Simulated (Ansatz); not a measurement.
An Ansatz (a quantum-chemistry and plane-wave program) input:

Ansatz 0.2 input:
```yaml
crystal:
  lattice:
    - [2.087149277, 1.2050161969, 3.4071994894]
    - [-2.087149277, 1.2050161969, 3.4071994894]
    - [0.0, -2.4100323938, 3.4071994894]
  atoms:
    - { symbol: Pb, position: [0.5, 0.5, 0.5] }
    - { symbol: S, position: [0.0, 0.0, 0.0] }
kpoints:
  mp_grid: { grid: [6, 6, 6] }
hamiltonian:
  xc: hse06
  pseudopotentials: { azcp: { folder: ./paw }, kind: paw }
scf:
  n_extra_bands: 6
  occupations: { method: fixed }
output:
  eigenvalues: true
  eigenstates:
    e_range: [-9.0, 8.3]
    kpoints:
      - [0.0, 0.0, 0.5]  # VBM
      - [0.5, 0.5, 0.5]  # CBM
      - [0.0, 0.0, 0.0]  # GAMMA
      - [0.5, 0.5, 0.5]  # T
      - [0.5, 0.0, 0.0]  # L
      - [0.5, 0.0, 0.5]  # F
      - [0.3750269328, -0.3750269328, 0.0]  # S_0
      - [0.6249730672, 0.0, 0.3750269328]  # S_2
      - [0.5, -0.2500538656, 0.2500538656]  # H_0
      - [0.7499461344, 0.2500538656, 0.5]  # H_2
```

Problem. How many symmetry operations and irreducible k-points will the run report?

Solution. 12 operations, 32 of 216 k-points.

Problem. With a cutoff of 420 eV, how many plane waves at Γ?

Solution. 965.

It took around 4 core-minutes (rough) on shared server cores.

The points marked VBM and CBM come from a semilocal run.

Space group Fm-3m (rock salt). Symmetry was held in the PBEsol relaxation. Point labels and valley counts follow the cell and symmetry of the run, lower than the named group. Scalar-relativistic: spin–orbit coupling is off unless named, which matters more the heavier the elements.

Potentials: the earlier of the program's two PAW sets.

Ansatz is a plane-wave DFT program.
